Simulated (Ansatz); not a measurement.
SnGe (CsCl type), relaxed with PBE (Ansatz, a program for electronic structure, plane waves, PAW): a = b = c = 3.6114 Å, α = β = γ = 90.00°.

| Property | Result |
|---|---|
| ΔH_f (eV/atom) | 0.22 |
| B₀ by P(V) fit (GPa) | 54.8 |

Problem. The same phase is relaxed and computed with PBEsol in the same code. What are the cell and these values now?

Solution. a = 3.532 Å, b = 3.532 Å, c = 3.532 Å, α = 90.00°, β = 90.00°, γ = 90.00°.

ΔH_f (eV/atom): 0.17
B₀ by P(V) fit (GPa): 65.6

Constructed cells (a structure type filled with these elements, in neither database checked): SnGe, CsCl type. Unstable at this level: SnGe, CsCl type with PBEsol. All cells were relaxed under the symmetry of their starts (and spin orders); stability against distortions was not tested throughout. Scalar-relativistic: spin–orbit coupling is off unless named, which matters more the heavier the elements.

Potentials: the later of the program's two PAW sets.

Ansatz is a plane-wave DFT program.

Formation energies count from the lowest solids of the elements computed at the same level, not from gases.
